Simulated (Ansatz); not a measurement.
## How far is PAW off for Sb$_{3}$Au?

```
Sb Au
1.0
    -3.04000    3.04000    3.07040
     3.04000   -3.04000    3.07040
     3.04000    3.04000   -3.07040
Sb Au
3 1
Direct
  0.00000 0.50000 0.50000
  0.50000 0.00000 0.50000
  0.50000 0.50000 0.00000
  0.00000 0.00000 0.00000
```

Atom numbers follow the list: Sb1, Sb2, Sb3, Au4.

The cell comes from COD entry 1510290, which wasn't checked; take it as a given geometry. The listed cell was then made from it by scaling, straining or moving an atom.

Spin–orbit coupling is left out, though it moves levels of the heavy atoms by tenths of an eV or more.

All numbers are computed: DFT, LDA, PAW with Ansatz's default frozen-core files, scalar-relativistic (Ansatz 0.2.0); DFT, LDA, all-electron PAW with datasets made for the crystal, scalar-relativistic (Ansatz 0.2.0); DFT, LDA, all-electron LAPW, scalar-relativistic (Ansatz 0.2.0).

For PAW: a Γ-centred 10×10×10 k mesh, Fermi–Dirac smearing of 0.05 eV, cutoff 420 eV, no spin polarisation; the PAW files were made with PBE, and the program remakes their frozen cores for this functional. The crystal-made all-electron datasets (AE datasets) take a cutoff of 240 eV at this cell. LAPW targets a basis error of 1 meV/atom. The Ansatz runs share mesh, smearing and spin set-up. Plane-wave (PAW) pressures include the program's estimate of the Pulay term.

Stress and pressure are positive in compression.

Spin–orbit coupling is left out, which moves gradients at and beside heavy atoms by some per cent and at worst by a factor of two.

In a metal, gradients converge slowly with the k mesh: the values move by tens of per cent from one mesh to another, at times in sign, so only the comparison on one mesh counts.

```tsv
quantity	PAW	AE datasets	LAPW
pressure (GPa)	-8.23	-8.21	-8.21
stress xx (GPa)	-8.00	-7.98	-7.98
stress zz (GPa)	-8.68	-8.66	-8.66
largest principal field gradient Vzz at Sb1 (10²¹ V/m²)	-1.60	-1.67	–
largest principal field gradient Vzz at Sb3 (10²¹ V/m²)	-0.53	-0.56	–
largest principal field gradient Vzz at Au4 (10²¹ V/m²)	0.56	0.58	–
```

PAW's pressure differs from the LAPW value by -0.02 GPa.
